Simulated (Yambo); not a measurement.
Rb₂LiTlF₆ (space group Fm-3m, No. 225); a = b = c = 6.146 Å, α = β = γ = 60.00°. With the G0W0 scissor the direct gap on the mesh is 5.80 eV.

Task: Can the lowest exciton of this BSE run be trusted, and with what binding energy? (Yambo, LDA bands; 4×4×4 mesh, 18 valence and 7 conduction bands, static screening with 99 bands and a 3 Ry block, scissor 2.53 eV, Tamm-Dancoff.)

Result: The mesh holds a bound state, but the numbers are provisional. These are vertical excitations (zero momentum). The lowest state lies at 3.90 eV (dark for light along x, 3 states within 2 meV), the direct quasiparticle gap on this mesh at 5.80 eV. Its binding energy, counted from that gap, is 1.90 eV; it spreads over about 56 k points of the mesh. Convergence with the mesh was not shown. The first optically allowed state is at 4.28 eV. The scissor comes from a G0W0 run whose convergence isn't established. Spin-orbit coupling is left out; with 6p states at a band edge it can lower the gap by many tenths of an eV, most of a small gap.

The standard potential for Tl keeps a d shell in the valence without the s and p states of that shell. In tests on such compounds this moved G0W0 gaps by up to about 0.9 eV, so absolute quasiparticle energies here are unreliable; differences between settings are what counts.

Geometry of the Materials Project entry, not relaxed at this level.

The structure is a Materials Project entry; no match was found in the copy of COD used, and its stability was not checked.
